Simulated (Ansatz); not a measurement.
### Question
Free-standing sheets of CrGe2N4, MA2Z4 (prismatic core, outer Z over the empty site)-type layer and Y2CF2, M2XT2 MXene (fcc sites)-type layer are relaxed with the program Ansatz at the PBE level (PAW). Aligned at the vacuum level, what band offsets and what type of junction result?

### Answer
CrGe2N4: VBM -5.75, CBM -5.65 eV; Y2CF2: VBM -4.27, CBM -3.13 eV. Valence offset 1.48 eV (Y2CF2 higher), conduction offset 2.52 eV (CrGe2N4 lower): type III (broken gap).

Mismatch of the primitive lattice constants: 2.964 against 3.574 Å, 17.1 %.

Natural alignment of Kohn–Sham levels: no interface dipole, strain or quasiparticle shift.

Began spin-polarised and lost the moments: CrGe2N4, MA2Z4 (prismatic core, outer Z over the empty site)-type layer. All cells were relaxed under the symmetry of their starts (and spin orders); stability against distortions was not tested throughout. Rows with no word on spin ran without spin polarisation. Scalar-relativistic: spin–orbit coupling is off unless named, which matters more the heavier the elements. Constructed layers (a layer type filled with these elements): CrGe2N4, MA2Z4 (prismatic core, outer Z over the empty site)-type layer; Y2CF2, M2XT2 MXene (fcc sites)-type layer.

Potentials: the later of the program's two PAW sets.
